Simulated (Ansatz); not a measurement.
Al2Au:
```
CELL_PARAMETERS angstrom
      0.00000     3.00497     3.00497
      3.00497     0.00000     3.00497
      3.00497     3.00497     0.00000
ATOMIC_POSITIONS crystal
  Al 0.25000 0.25000 0.25000
  Al 0.75000 0.75000 0.75000
  Au 0.00000 0.00000 0.00000
```

Relaxed with r²SCAN.

Question: Give the Bader charges and basin volumes of the independent atoms, plane-wave PAW r²SCAN (Ansatz code).

Answer: 

| atom | Bader charge (e) | Bader volume (Å³) |
|---|---|---|
| Al1 | +1.86 | 8.0 |
| Au3 | -3.72 | 38.4 |

Space group Fm-3m (fluorite or antifluorite type). The r²SCAN relaxation kept the symmetry of its start. Scalar-relativistic: spin–orbit coupling is off unless named, which matters more the heavier the elements.

Potentials: the earlier of the program's two PAW sets.
